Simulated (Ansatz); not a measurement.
# Ionic part of the dielectric constant of GaN at 16 GPa, mode by mode

The calculation used Ansatz, DFT LDA, scalar-relativistic, plane waves, PAW. Cutoff 420 eV, 10×10×10 k-points (Γ-centred), fixed occupations. No spin polarisation. Phonons by linear response, acoustic sum rule imposed.

Symmetry: F-43m, No. 216, cubic system. Conventional cell: a = 4.355 Å, b = 4.355 Å, c = 4.355 Å, α = 90.00°, β = 90.00°, γ = 90.00°. Ga (site symmetry -43m) has 4 N at 1.89 Å as nearest neighbours. N (site symmetry -43m) is surrounded by 4 Ga at 1.89 Å.

Other phases may be more stable at this pressure.

The primitive cell has V = 20.65 Å³ and ε∞,yy = 5.455. Each polar mode adds Δε = (4.92064×10⁷/V)·S/ν² along y, with S its oscillator strength in e²/amu, ν in cm⁻¹ and V in Å³.

**Question.** From these modes, find each Δε and ε0,yy.
```
ν (cm⁻¹) S_yy (e²/amu)
   611.6         0.5795
```

**Answer.**
```
ν (cm⁻¹)    Δε
   611.6  3.69
```

The sum is 3.690, so ε0,yy = 9.15; the run's tensor has 9.15.

**Question.** Where do the longitudinal modes lie for a wave vector along y?

**Answer.** At 792 cm⁻¹. The Lyddane–Sachs–Teller product Π(ν_LO/ν_TO)² = 1.68 matches ε0/ε∞ = 1.68.

This zinc-blende form isn't the usual stable structure of the compound at low pressure.

Cost: 1 run of about 0.4 core-minutes, on Intel Xeon 6975P-C (Granite Rapids) (shared hosts).